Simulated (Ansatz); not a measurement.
**Ansatz 0.2.0, settings compared: MnZn$_{2}$Cl$_{2}$**

The command:

```bash
ansatz run input.yaml --threads 1 --pin off --max-ram 2560MiB --backend cpu --events-out ev --progress --plain --runs-dir out
```

input.yaml:

```yaml
crystal:
  lattice:
    - [0.0, 0.0, 5.78761]
    - [6.342711, 0.0, 0.0]
    - [3.171355, 6.027106, -2.893805]
  atoms:
    - { symbol: Cl, position: [0.8948, 0.2984, 0.7896] }
    - { symbol: Cl, position: [0.1052, 0.7016, 0.2104] }
    - { symbol: Cl, position: [0.6052, 0.088, 0.2104] }
    - { symbol: Cl, position: [0.3948, 0.912, 0.7896] }
    - { symbol: Zn, position: [0.1451, 0.1845, 0.2902] }
    - { symbol: Zn, position: [0.8549, 0.8155, 0.7098] }
    - { symbol: Zn, position: [0.3549, 0.4747, 0.7098] }
    - { symbol: Zn, position: [0.6451, 0.5253, 0.2902] }
    - { symbol: Mn, position: [0.25, 0.0, 0.0] }
    - { symbol: Mn, position: [0.75, 0.0, 0.0] }
  symmetry: { tolerance: 0.0003 }
kpoints:
  mp_grid: { grid: [4, 4, 4], shift: [0, 0, 0] }
magnetization:
  spin_polarized: false
scf:
  occupations: { method: fermi_dirac }
hamiltonian:
  pseudopotentials: { kind: paw }
  xc: pbe
total_charge: 2
basis:
  ecutwfc: 420
output:
  forces: true
  stress: true
  eigenvalues: true
  write_density: true
  write_potential: true
  elf: true
  volumetric_format: npy
```

Origin of the cell: a known structure type with other elements, at an estimated volume, so it need not be a known compound.

The smearing width isn't typed, so it takes its default of 0.1 eV.

Output of this run (shortened):

```
Pseudopotentials: kind: paw
Pseudopotential: Cl, paw, valence charge 7, recommended cutoff 420 eV (normal), Cl.paw.azcp
Pseudopotential: Zn, paw, valence charge 12, recommended cutoff 420 eV (normal), Zn.paw.azcp
Pseudopotential: Mn, paw, valence charge 15, recommended cutoff 420 eV (normal), Mn.paw.azcp
Functional definition: PBE
  exchange = pbe_x(kappa = kappa, mu = beta*pi^2/3)
  correlation = pbe_c(beta = beta)
Crystal: 10 atoms, lattice volume = 221.250 Å³
Basis set: ecut = 420 eV, 4355 PW (Γ), exchange–correlation on 80×90×100 points (8 copies of the dense FFT grid, shifted against one another)
Bands: 63, of which v1, the nominal top of the filled ones, is band 52 counted from 1 (51 counted from 0)
Symmetry: 8 space group operations
Space group: Ibam (ITA 72), of the structure as read, at distance tolerance 1.8e-3 Å
[… 7 lines left out …]
Initial density: superposition of atomic densities (neutral atoms scaled as one to the charged cell's electrons: chi_scale 0, normalization atom), corrected by the library's trained network
Functional: x = pbe(κ = 0.804, μ = 0.219515), c = pbe(β = 0.066725)
SCF iter   1: F=—  HF=-25413.636606 eV  Δρ=2.45e-1  dr2=1.68e2  defer=15
SCF iter   2: F=—  HF=-25406.888649 eV  Δρ=1.12e-1  dr2=1.84e1  defer=18
SCF iter   3: F=—  HF=-25402.369973 eV  Δρ=3.16e-2  dr2=3.11e0  defer=2
SCF iter   4: F=—  HF=-25401.946724 eV  Δρ=1.58e-2  dr2=5.30e-1  defer=8
SCF iter   5: F=—  HF=-25401.887566 eV  Δρ=5.46e-3  dr2=4.18e-2  defer=11
[… 2 lines left out …]
SCF iter   8: F=—  HF=-25401.881021 eV  Δρ=1.77e-4  dr2=8.25e-5  defer=11
SCF iter   9: F=—  HF=-25401.881006 eV  Δρ=6.09e-5  dr2=6.48e-6  defer=11
SCF iter  10: F=—  HF=-25401.881008 eV  Δρ=2.17e-5  dr2=4.94e-7  defer=11
SCF iter  11: F=—  HF=-25401.881008 eV  Δρ=8.36e-6  dr2=1.06e-7
SCF iter  12: F=-25401.881008 eV  HF=-25401.881008 eV  Δρ=4.91e-6  dr2=7.85e-8
SCF 1 converged in 12 iterations: F = -25401.881008 eV  dr2 = 7.85e-8
SCF converged after 12 iterations
Free energy (F): -25401.881008 eV
Harris-Foulkes:  -25401.881008 eV  (|F-HF|=6.47e-8)
Internal energy: -25401.537883 eV  (E = F + TS)
E sigma→0 (E₀):  -25401.709446 eV
Entropy (-TS):   -0.343124 eV (-34.312 meV/atom)
Fermi energy:    6.082124 eV
--- Per-component energies (eV) ---
  E_band       = -782.318523
  E_kinetic    = 1747.700433
  E_local      = -14637.968318  (includes V_loc(G=0)·N_el)
  E_nonlocal   = 3056.403157
  E_hartree    = 6090.420737
  E_xc         = -1174.733262
  E_vxc        = -946.905958  (∫ρ·V_xc dr)
  E_paw        = -12552.345952  (= ΣΔE_a)
  E_vpaw       = -2182.360752  (= ΣTr[D̂ρ^β])
  E_aug_tail   = -0.001096  (compensation charges beyond the density's cutoff)
  E_ewald      = -7931.013583
  E_smearing   = -0.343124  (= −TS)
  E_deformation_potential = 22.595936  (in the stress; not in F)
  Σ components = -25401.881008   (vs F -25401.881008, Δ=0.00e0)
--- Forces (eV/Å), atoms counted from 1 ---
  atom   1  Cl    -0.186066    -0.016317     0.000000
  atom   2  Cl     0.186066     0.016317     0.000000
[… 3 lines left out …]
  atom   6  Zn    -0.007875    -0.047480    -0.000000
  atom   7  Zn     0.007875    -0.047480     0.000000
  atom   8  Zn    -0.007875     0.047480     0.000000
  atom   9  Mn    -0.000000     0.000000     0.000000
  atom  10  Mn     0.000000    -0.000000     0.000000
  max |Σ_I F_I| component: 2.60e-17 eV/Å
--- Stress (GPa, compression-positive) ---
       -2.084281      -0.000000       0.000000
       -0.000000      -0.518550       0.000000
        0.000000       0.000000      -3.492415
  P = ⅓ Tr σ = -2.0317 GPa (-20.317 kbar)
```

The same input was run again with these changes:

1. `hamiltonian.hubbard` default → { sites: [{ species: Mn, l: d, u_eff: 3.0 }], double_counting: fll }
2. `basis.ecutwfc` 420 → "25.7 Ry"; `kpoints.mp_grid.grid` [4, 4, 4] → [2, 2, 2]

```tsv
run	end	SCF iterations	P (GPa)	max force component (eV/Å)	moment (μB)	ΔE(σ→0) (meV/atom)
base	converged	12	–	0.186	–	0
1	converged	20	–	0.300	–	–
2	converged	11	–	0.219	–	5.08
```

Energies are compared only where functional, datasets, charge and starting cell are the same.

Not properties of the system: run 2 (too coarse or loose: `basis.ecutwfc` = "25.7 Ry", `kpoints.mp_grid.grid` = [2, 2, 2]).

Caveats of the base run: charged cell with a uniform background, whose pressure depends on convention; no spin polarisation, so a magnetic state may lie lower; the k mesh is coarse if the cell is a metal.

Run 2: the cutoff lies below the datasets' advice.

The base run took 37 s on 1 thread of AMD EPYC 7R43 64-Core Processor (Zen 3), on a shared host, peak memory 0.62 GiB, from the program's own first density.
